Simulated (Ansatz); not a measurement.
Relaxed TiN (rock salt):

```xyz
4
Lattice="0.0000 4.2333 4.2333 2.1167 0.0000 2.1167 2.1167 2.1167 0.0000" Properties=species:S:1:pos:R:3 pbc="T T T"
N      0.0000     0.0000     0.0000
N      0.0000     2.1167     2.1167
Ti     2.1167     2.1167     2.1167
Ti     2.1167     4.2333     4.2333
```

In this cell atom 4 (Ti, nearest neighbour N at 2.117 Å; its periodic images, 3.0 Å or more away, move with it) is moved by s towards the nearest neighbour, unit vector (-1.000, 0.000, 0.000); all other atoms and the cell stay fixed.

The numbers are results of r2SCAN (plane waves to 500 eV, PAW, scalar-relativistic; Ansatz, a quantum-chemistry and plane-wave program), not measurements. k mesh 15×15×15 (Γ-centred), Fermi-Dirac smearing 0.05 eV. E stands for the smeared free energy. Left out: 2 of 11 points, with atoms too close for the PAW data. With partly filled bands, energies and forces of such displacements shift with the k mesh and the smearing. The PAW data are Ansatz's earlier set. TiN is run without spin polarisation. TiN was relaxed with its symmetry unable to fall. The zero of ΔE is the undisplaced structure. The last digit holds for this mesh only.

```
s (Å)   ΔE (meV/cell)
------  -------------
-0.336          754.6
-0.252          376.1
-0.168          149.6
-0.084       withheld
0.000             0.0
0.084        withheld
0.168           149.6
0.252           376.1
0.336           754.6
```

Task: Fit an even polynomial form (powers 2, 4, 6) to the given rows and predict ΔE at s = -0.084.

Result: Least squares on the 7 given rows: ΔE = (4756)·s² + (20030)·s⁴ + (-26120)·s⁶, in meV/cell with s in Å; root-mean-square residual 0.02 meV/cell. At -0.084 the fit gives 34.5 meV/cell; the calculation gives 34.5 meV/cell, the same to the digits shown. The quadratic term alone would give 33.6 meV/cell.

(For displaced atoms, the force is minus the slope of the energy, and its curvature is a force constant, which sets phonon frequencies.)
